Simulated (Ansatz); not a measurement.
A geometry of TiC away from equilibrium: the start of the relaxation of a relaxed TiC cell displaced along its unstable phonon at q = (½, 0, 0) of its primitive reciprocal cell (317i cm⁻¹), largest move 0.15 Å. Method: PBE (plane waves to 420 eV, PAW, scalar-relativistic; Ansatz, a first-principles code). Γ-centred k-mesh 6×12×12 on the run's cell (coarser than for final values), Fermi–Dirac smearing 0.05 eV.

```xyz
4
Lattice="5.4216 0.0000 0.0000 0.0000 2.7108 0.0000 0.0000 0.0000 2.7108" Properties=species:S:1:pos:R:3 pbc="T T T"
Ti     0.0000     0.0000     0.1500
Ti     2.7108     0.0000    -0.1500
C      1.3554     1.3554     1.3554
C      4.0662     1.3554     1.3554
```

Problem. Give the Cartesian forces on all atoms (eV/Å).

Solution. 
```
atom    Fx    Fy     Fz
----  ----  ----  -----
Ti1   0.00  0.00   1.42
Ti2   0.00  0.00  -1.42
C3    0.00  0.00   0.00
C4    0.00  0.00   0.00
```

Problem. What is the pressure?

Solution. +0.5 GPa, compression positive.

Problem. How much energy per atom can still be gained by relaxing?

Solution. 0.30 eV/atom; the path ends in Pmma (No. 51).

No spin polarisation in the result.

The run could not lose the symmetry of its start: the end is stationary, and may be a saddle point rather than a minimum.

The end of the path is a generated cell of TiC: the first start was made by placing the elements on the sites of a structure type, and the end was not matched to a known phase here, so it may be hypothetical. Known forms of TiC include space group No. 225.
